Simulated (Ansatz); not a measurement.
Geometry optimisation in Ansatz: input, command and trajectory.

```yaml
crystal:
  lattice:
    - [0.0, 3.0108033486, 3.0108033486]
    - [3.0108033486, 0.0, 3.0108033486]
    - [3.0108033486, 3.0108033486, 0.0]
  atoms:
    - { symbol: Li, position: [0.25, 0.25, 0.25] }
    - { symbol: Li, position: [0.75, 0.75, 0.75] }
    - { symbol: Li, position: [0.5, 0.5, 0.5] }
    - { symbol: Rh, position: [0.0, 0.0, 0.0] }
basis:
  ecutwfc: 420
kpoints:
  mp_grid: { grid: [12, 12, 12] }
hamiltonian:
  xc: pbesol
scf:
  occupations: { method: gaussian, width: 0.1 }
output:
  forces: true
  stress: true
  eigenvalues: true
relax:
  adjacent_minimum: "off"
  f_tol: 0.005
  max_steps: 50
  cell: { stress_tol: 0.05 }
```

```bash
ansatz run input.yaml --threads 1 --pin off --max-ram 2560MiB --backend cpu --events-out ev --progress --plain --runs-dir out
```

All numbers below come from Ansatz 0.2.0, DFT PBEsol, scalar-relativistic, plane waves, PAW.

Of 4 frames 3 are shown, positions in Å and forces in eV/Å; the SCF threshold varies from step to step. Steps run on the plane waves of an earlier cell, with a Pulay correction in the pressure. The basis is chosen afresh for the last frame, the zero of the energies, and at times for earlier ones too; energy and pressure step there, also at an unchanged geometry.

```xyz
4
Lattice="0.0000 3.0108 3.0108 3.0108 0.0000 3.0108 3.0108 3.0108 0.0000" Properties=species:S:1:pos:R:3:forces:R:3 pbc="T T T" step=1 free_energy_over_end_meV_per_atom=2.42 pressure_GPa=-1.55
Li    1.5054    1.5054    1.5054    0.0000    0.0000    0.0000
Li    4.5162    4.5162    4.5162    0.0000    0.0000    0.0000
Li    3.0108    3.0108    3.0108    0.0000    0.0000    0.0000
Rh    0.0000    0.0000    0.0000    0.0000    0.0000    0.0000
4
Lattice="0.0000 2.9779 2.9779 2.9779 0.0000 2.9779 2.9779 2.9779 0.0000" Properties=species:S:1:pos:R:3:forces:R:3 pbc="T T T" step=2 free_energy_over_end_meV_per_atom=-0.03 pressure_GPa=-0.15
Li    1.4889    1.4889    1.4889    0.0000    0.0000    0.0000
Li    4.4668    4.4668    4.4668    0.0000    0.0000    0.0000
Li    2.9779    2.9779    2.9779    0.0000    0.0000    0.0000
Rh    0.0000    0.0000    0.0000    0.0000    0.0000    0.0000
4
Lattice="0.0000 2.9745 2.9745 2.9745 0.0000 2.9745 2.9745 2.9745 0.0000" Properties=species:S:1:pos:R:3:forces:R:3 pbc="T T T" step=4 free_energy_over_end_meV_per_atom=0.00 pressure_GPa=0.01
Li    1.4873    1.4873    1.4873    0.0000    0.0000    0.0000
Li    4.4618    4.4618    4.4618    0.0000    0.0000    0.0000
Li    2.9745    2.9745    2.9745    0.0000    0.0000    0.0000
Rh    0.0000    0.0000    0.0000    0.0000    0.0000    0.0000
```

The run took 12 s on 1 thread of Intel(R) Xeon(R) Platinum 8375C CPU @ 2.90GHz (Ice Lake), with other jobs on the host, peak memory 0.43 GiB.